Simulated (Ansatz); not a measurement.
V2O5:
```
CELL_PARAMETERS angstrom
      6.27235     0.00000     0.00000
      0.00000     3.53289     0.00000
     -0.04282     0.00000     7.13330
ATOMIC_POSITIONS crystal
  V  0.74230 0.25000 0.72130
  V  0.25770 0.75000 0.27870
  V  0.19566 0.25000 0.90059
  V  0.80434 0.75000 0.09941
  O  0.73891 0.75000 0.80675
  O  0.26109 0.25000 0.19325
  O  0.03677 0.25000 0.70238
  O  0.96323 0.75000 0.29762
  O  0.43907 0.25000 0.82441
  O  0.56093 0.75000 0.17559
  O  0.14659 0.75000 0.96746
  O  0.85341 0.25000 0.03254
  O  0.67849 0.25000 0.50971
  O  0.32151 0.75000 0.49029
```

Relaxed with r²SCAN+D4. Special points in fractions of this cell's reciprocal vectors: Γ (0.000, 0.000, 0.000); Z (0.000, 0.500, 0.000); D (0.000, 0.500, 0.500); B (0.000, 0.000, 0.500); A (-0.500, 0.000, 0.500); E (-0.500, 0.500, 0.500); C2 (-0.500, 0.500, 0.000); Y2 (-0.500, 0.000, 0.000).

### Question
List the band energies nearest the valence-band maximum at these points for r²SCAN+D4 (plane waves, PAW; program Ansatz).

### Answer
In eV from the valence-band maximum; about four levels below and three above (degenerate sets whole), none deeper than 8.9 eV; points with the same levels are listed once.

```csv
k,below,above
Γ,-0.84 -0.62 -0.36 -0.34,1.82 1.93 3.54
Z,-0.38 -0.38 -0.17 -0.17,2.95 2.95 3.22 3.22
D,-0.33 -0.33 -0.11 -0.11,2.95 2.95 3.24 3.24
B,-0.86 -0.47 -0.47 -0.40,1.81 1.96 3.52
A,-0.76 -0.66 -0.46 -0.30,2.20 2.29 3.12
E,-0.88 -0.88 0.00 0.00,2.89 2.89 3.29 3.29
C2,-0.75 -0.75 -0.12 -0.12,2.85 2.85 3.22 3.22
Y2,-0.82 -0.77 -0.55 -0.37,2.21 2.25 3.14
```

Space group P2_1/m. The workflow started from a Materials Project entry (that database holds measured and hypothetical structures alike); the Crystallography Open Database copy checked does not list it. COD files the formula under space group No. 31, 59, so this cell is another polymorph or a model. Whether it is the stable phase at ambient conditions was not checked. The r²SCAN+D4 relaxation kept the symmetry of its start; its stability against distortions is not shown here. No spin polarisation was allowed. No Hubbard U is applied.

Potentials: the later of the program's two PAW sets.
